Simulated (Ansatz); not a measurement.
Data:

S:
```xyz
32
Lattice="8.3005 0.0000 0.0000 0.0000 13.1887 0.0000 -5.0649 0.0000 8.0005" Properties=species:S:1:pos:R:3 pbc="T T T"
S      3.7337     8.6186     2.5821
S     -0.4981     4.5700     5.4184
S      2.0344     8.6186     1.4182
S      1.2013     4.5700     6.5823
S      4.9860     5.5347     2.7601
S     -1.7504     7.6539     5.2403
S      0.7820     5.5347     1.2401
S      2.4536     7.6539     6.7603
S      5.1072     7.3264     1.7588
S     -1.8716     5.8623     6.2417
S      0.6609     7.3264     2.2415
S      2.5747     5.8623     5.7590
S      3.8507     4.2210     1.6490
S     -0.6151     8.9677     6.3515
S      1.9174     4.2210     2.3513
S      1.3182     8.9677     5.6492
S     -3.6655     2.8858     7.0214
S      6.9011    10.3029     0.9790
S      4.3687     2.8858     4.9793
S     -1.1331    10.3029     3.0212
S      2.1752    12.9878     0.0443
S      1.0605     0.2009     7.9561
S      3.5929    12.9878     3.9559
S     -0.3573     0.2009     4.0445
S     -2.1070     1.6100     7.4536
S      5.3426    11.5786     0.5469
S      2.8102     1.6100     4.5471
S      0.4255    11.5786     3.4534
S     -2.8695    11.6956     6.4435
S      6.1051     1.4931     1.5570
S      3.5727    11.6956     5.5572
S     -0.3371     1.4931     2.4432
```

This is the PBEsol-relaxed structure. Cartesian axes are those of the cell as given.

All from the program Ansatz at the PBEsol level (PAW), unless another level is named. Give the band gap.

2.18 eV (indirect).

Next, the smallest direct gap on the standard path?

2.21 eV.

And the conduction-band minimum?

off the standard path, at k = (0.010, 0.000, 0.188).

Space group P2/c. The workflow started from a Materials Project entry (that database holds measured and hypothetical structures alike); the Crystallography Open Database files this formula in space group No. 13, but the cells were not matched. It is not the phase usual at ambient conditions (space group No. 70). The cell was relaxed with PBEsol under the symmetry of its start; its stability against distortions is not shown here. A crystal of weakly bound molecules computed without a dispersion correction: the cell and the soft elastic constants depend strongly on that.

Potentials: the later of the program's two PAW sets.
